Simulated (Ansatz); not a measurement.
Ag:
```cif
data_Ag7
_chemical_formula_sum 'Ag7'
_space_group_name_H-M_alt 'P6/mmm'
_space_group_IT_number 191
_space_group_name_Hall '-P 6 2'
_cell_length_a 5.26371
_cell_length_b 5.26371
_cell_length_c 5.13853
_cell_angle_alpha 90.000
_cell_angle_beta 90.000
_cell_angle_gamma 120.000
loop_
_atom_site_label
_atom_site_type_symbol
_atom_site_symmetry_multiplicity
_atom_site_Wyckoff_symbol
_atom_site_fract_x
_atom_site_fract_y
_atom_site_fract_z
_atom_site_occupancy
Ag1 Ag 2 e 0.00000 0.00000 0.25297 1
Ag2 Ag 2 d 0.33333 0.66667 0.50000 1
Ag3 Ag 3 f 0.00000 0.50000 0.00000 1
```

Relaxed at zero pressure with PBEsol (plane waves, PAW; program Ansatz).

Task: The volume is lowered by 6 % and shape and atoms relax at that volume. What pressure results, and how do the axes share the change?

Result: 7.7 GPa; a -2.1 %, b -2.1 %, c -2.0 %; the energy rises by 24 meV/atom.

Task: Give the new structure.

Result: 
Space group P6/mmm (No. 191); a = 5.1550 Å, b = 5.1550 Å, c = 5.0362 Å, α = 90.00°, β = 90.00°, γ = 120.00°

```csv
atom,site,symmetry,x,y,z
Ag,2e,6mm,0.0000,0.0000,0.2539
Ag,2d,-6m2,0.3333,0.6667,0.5000
Ag,3f,mmm,0.0000,0.5000,0.0000
```

The phase is kept; no other phase was compared at this pressure.

The start of the workflow was typed in or built on a structure type; neither database checked (COD, Materials Project) lists it. It is not the phase usual at ambient conditions (space group No. 225). The PBEsol relaxation kept the symmetry of its start. At this level the phase is mechanically unstable. The run is not spin-polarised. Axis ratios of metals converge slowly with the k-mesh, so a and c are less sure than the volume.

Potentials: the earlier of the program's two PAW sets. The files were generated under PBE; for other functionals the program regenerates the frozen cores, and for LDA and PBEsol the local potential too.
